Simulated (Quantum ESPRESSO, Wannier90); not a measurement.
## Tight-binding from DFT: CsSnBr$_{3}$ (cubic perovskite)

```
begin unit_cell_cart
ang
    5.8390100000    0.0000000000    0.0000000000
    0.0000000000    5.8390100000    0.0000000000
    0.0000000000    0.0000000000    5.8390100000
end unit_cell_cart
begin atoms_frac
Cs   0.0000000000  0.0000000000  0.0000000000
Sn   0.5000000000  0.5000000000  0.5000000000
Br   0.5000000000  0.0000000000  0.5000000000
Br   0.0000000000  0.5000000000  0.5000000000
Br   0.5000000000  0.5000000000  0.0000000000
end atoms_frac
```

Cell from Materials Project (mp-27214), symmetrised, no further relaxation. Not found in the COD (Crystallography Open Database) copy used; not checked further. Method: PBEsol plane waves in Quantum ESPRESSO 7.5 (PseudoDojo norm-conserving files, 58 Ry, spinors with spin-orbit coupling), Bloch states on a 4×4×4 mesh through Γ, Wannier90 4.0.1. Density: 6×6×6 mesh, cold smearing 0.01 Ry. With spin-orbit coupling a semilocal functional can close or falsely invert a small gap; the band order was not checked against a better method. The gap is small at this level and was sampled on the meshes and a path alone.

A tight-binding model is made by disentanglement and projection with no localisation steps (num_iter = 0), so the 32 orbitals stay atom-like: hydrogen-like Cs: s; Sn: p; Br: s;p, axes along x, y, z; frozen window up to 3.35 eV relative to the valence-band maximum. It follows pw.x to 11 meV rms for states up to 1.1 eV relative to the valence-band maximum. Matrix elements depend on this choice of orbitals and windows. Bands 19–20 (Cs 5p 99 %), 21–26 (Cs 5p 66 %, Sn 5s 21 %, Br 4p 11 %) lie between the kept ones and are excluded.

Q: What are the on-site energies relative to the valence-band maximum, and how fast do the hoppings decay?

A: 
```csv
atom,orbitals,energy (eV)
Cs1,s↑ s↓,3.50
Sn2,pz↑ pz↓ px↑ px↓ py↑ py↓,1.07
Br3,s↑ s↓,-15.15
Br3,pz↑ pz↓ px↑ px↓,-3.12
Br3,py↑ py↓,-2.35
Br4,s↑ s↓,-15.15
Br4,pz↑ pz↓ py↑ py↓,-3.12
Br4,px↑ px↓,-2.35
Br5,s↑ s↓,-15.15
Br5,pz↑ pz↓,-2.35
Br5,px↑ px↓ py↑ py↓,-3.12
```

| distance of the centres (Å) | largest modulus (eV) |
|---|---|
| 2–3 | 1.9 |
| 4–5 | 0.32 |
| 5–6 | 0.33 |
| 6–7 | 0.035 |
| 7–8 | 0.027 |
| 8–9 | 0.079 |
| 9–10 | 0.040 |
| 10–11 | 0.013 |

Effective spin-orbit constants λ of λ L·S, from the same-site elements px↑–py↑ (λ/2) and dx2-y2↑–dxy↑ (λ), where they are among the larger elements: Sn2 p 0.34 eV, Br5 p 0.31 eV, Br3 p 0.30 eV, Br4 p 0.30 eV.
